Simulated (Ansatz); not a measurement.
MgO (rock salt) was relaxed and computed twice in Ansatz (plane waves, PAW), once with HSE06 and once with PBE.

|  | run 1 | run 2 |
|---|---|---|
| cell | a = b = c = 4.202 Å, α = β = γ = 90.00° | a = b = c = 4.254 Å, α = β = γ = 90.00° |
| gap (eV) | 6.56 | 4.46 |
| B₀ by P(V) fit (GPa) | 167 | 149 |

Which run used which functional?

Run 1 is HSE06, run 2 is PBE.

All cells were relaxed under the symmetry of their starts (and spin orders); stability against distortions was not tested throughout.

Potentials: the later of the program's two PAW sets.

Ansatz (a first-principles code) is a plane-wave DFT program.
